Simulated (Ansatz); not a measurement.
Starting structure of a cell relaxation (symmetry kept):

```
CELL_PARAMETERS angstrom
4.42826 0.00000 0.00000
0.00000 4.42826 0.00000
0.00000 0.00000 4.42826
ATOMIC_POSITIONS crystal
Sc 0.50000 0.00000 0.50000
Sc 0.00000 0.50000 0.50000
Sc 0.50000 0.50000 0.00000
Al 0.00000 0.00000 0.00000
```

All numbers below come from DFT LDA, scalar-relativistic, plane waves, PAW in Ansatz.

Settings: cutoff 420 eV, Γ-centred mesh 10×10×10 on the computed 4-atom cell, Gaussian smearing of 0.10 eV; no spin polarisation.

Question: What does it relax to?

Answer: The volume falls by 1.63 Å³/atom to 20.08 Å³/atom, and the energy falls by 26.8 meV/atom. Final structure:
```cif
data_structure
_symmetry_space_group_name_H-M 'Pm-3m'
_symmetry_Int_Tables_number 221
_cell_length_a 4.3146
_cell_length_b 4.3146
_cell_length_c 4.3146
_cell_angle_alpha 90.000
_cell_angle_beta 90.000
_cell_angle_gamma 90.000
_cell_volume 80.32
loop_
_atom_site_label
_atom_site_type_symbol
_atom_site_symmetry_multiplicity
_atom_site_Wyckoff_symbol
_atom_site_fract_x
_atom_site_fract_y
_atom_site_fract_z
_atom_site_occupancy
Sc1 Sc 3 c 0.50000 0.00000 0.50000 1
Al1 Al 1 a 0.00000 0.00000 0.00000 1
```

Cost: 1 run of about 0.49 core-minutes, on Intel Xeon Platinum 8175M (Skylake/Cascade Lake) (shared hosts).